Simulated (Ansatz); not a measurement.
Relaxed candidate structures of SiPb:

A. F-43m (No. 216), cF8, zinc blende type; a = b = c = 6.2093 Å, α = β = γ = 90.00°; Pb 4d (0.750, 0.750, 0.750); Si 4a (0.000, 0.000, 0.000)

B. Fm-3m (No. 225), cF8, rock salt type; a = b = c = 5.8161 Å, α = β = γ = 90.00°; Pb 4a (0.000, 0.000, 0.000); Si 4b (0.500, 0.500, 0.500)

Problem. Put the candidates in order of energy per atom, lowest first, for r2SCAN (plane waves to 500 eV, PAW, scalar-relativistic; Ansatz, a quantum-chemistry and plane-wave program).

Solution. A (reference), B (+0.16 eV/atom)

Each run could gain symmetry but not lose that of its start, so entries can be saddle points. All of these are generated cells (placed on structure types, drawn at random, substituted or restacked) that were not matched to a known phase here. The real structure of this composition may not be among these, and whether this composition forms is not checked here. Static energies at zero pressure. The runs use different k-meshes, so differences are rounded accordingly. No spin polarisation in the result.
